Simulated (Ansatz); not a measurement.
Theory: Ansatz, DFT PBE, scalar-relativistic, plane waves, PAW. All cells share a 420 eV cutoff and Γ-centred k meshes spaced at most about 0.3 Å⁻¹ (about 0.25 or finer for metals, 2π included). No spin polarisation in the final relaxations.

All energies are static (0 K, no zero-point motion). All come from trial cells, and lower structures may exist.

Question: Which of these relaxed structures of Tl₂Sn₂H₅ is the lowest in energy?
1.

```xyz
9
Lattice="4.3509 0.0000 0.0000 0.0000 4.3509 0.0000 0.0000 0.0000 7.8665" Properties=species:S:1:pos:R:3 pbc="T T T"
Tl    0.0000    0.0000    0.0000
Tl    0.0000    0.0000    3.9332
Sn    2.1754    2.1754    1.8464
Sn    2.1754    2.1754    6.0201
H     2.1754    0.0000    2.0526
H     2.1754    0.0000    5.8138
H     2.1754    2.1754    3.9332
H     0.0000    2.1754    2.0526
H     0.0000    2.1754    5.8138
```

2.

```xyz
9
Lattice="1.6229 0.9370 14.9618 -1.6229 0.9370 14.9618 0.0000 -1.8739 14.9618" Properties=species:S:1:pos:R:3 pbc="T T T"
Tl    0.0000    0.0000    2.8313
Tl    0.0000    0.0000   42.0542
Sn    0.0000    0.0000    9.1076
Sn    0.0000    0.0000   35.7778
H     0.0000    0.9370   14.9618
H    -0.8114   -0.4685   14.9618
H     0.8114   -0.4685   14.9618
H     0.0000    0.0000   22.4427
H     0.0000    0.0000    0.0000
```

Answer: 1. It has space group P4/mmm (No. 123); the next, 2, with space group R-3m (No. 166), lies 294 meV/atom higher. Counting H atoms around Sn and Tl (those within 1.25 times the shortest such distance or 1.15 times the sum of covalent radii; a plus sign parts nearer from farther groups; the shortest distance is added where it is long for a bond; a slash parts the counts of unlike sites), the lowest has Tl 8 from 3.0 Å/12 from 2.9 Å, Sn 5 and the next has Tl 1+6 from 2.8 Å, Sn 3 from 2.5 Å. Even the lowest lies +0.37 eV/atom against the elements.

No dispersion correction is applied, so the spacing and binding between layers, chains or molecules are poorly described (R-3m), and this can change margins and order among such cells. These runs have no spin–orbit coupling, which can matter for Tl. With hydrogen, zero-point motion can shift such differences by 10 meV/atom or more. A magnetic state wasn't ruled out in cells without spin, among them P4/mmm, R-3m. Cells relaxed within their symmetry can be saddle points. Some structure types and database cells were kept out of the candidates from the start, so a known form may be missing.
